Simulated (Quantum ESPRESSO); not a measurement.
AlN: one setting swept

```
AlN
1.0
    3.12859     0.00000     0.00000
   -1.56429     2.70944     0.00000
    0.00000     0.00000     5.01696
Al N
2 2
Direct
  0.66667   0.33333   0.49929
  0.33333   0.66667   0.99929
  0.66667   0.33333   0.88071
  0.33333   0.66667   0.38071
```
The geometry is a computed Materials Project entry, not a measured one. It is AlN in P6₃mc. Stability against distortions was not tested.

Method: PBE GIPAW on JTH datasets (Quantum ESPRESSO, modified build); kept fixed: cutoff 25 Ha. Costs are rough, from a shared machine. Shieldings are absolute and leave out the bulk-susceptibility term; a larger σ means a smaller chemical shift. No d partial waves on Al: the paramagnetic term there is incompletely reconstructed.

```tsv
k-mesh	σ_iso Al (ppm)	σ_iso N (ppm)	f-sum rule missed by (%)	irreducible k-points	rough cost ratio
3×3×2 through Γ	405.5	32.1	8.7	6	about 1
4×4×2 through Γ	433.2	82.2	2.6	8	about 1
4×4×3 through Γ	433.0	88.1	2.6	8	about 1
5×5×3 through Γ	440.9	103.1	0.81	10	about 1
7×7×4 through Γ	444.0	115.0	0.07	24	4
8×8×5 through Γ	444.4	116.7	0.01	30	4
10×10×6 through Γ	444.5	117.3	0.01	56	6
```

Largest spread: σ_iso N (ppm) moves over 85.1 across the rows.
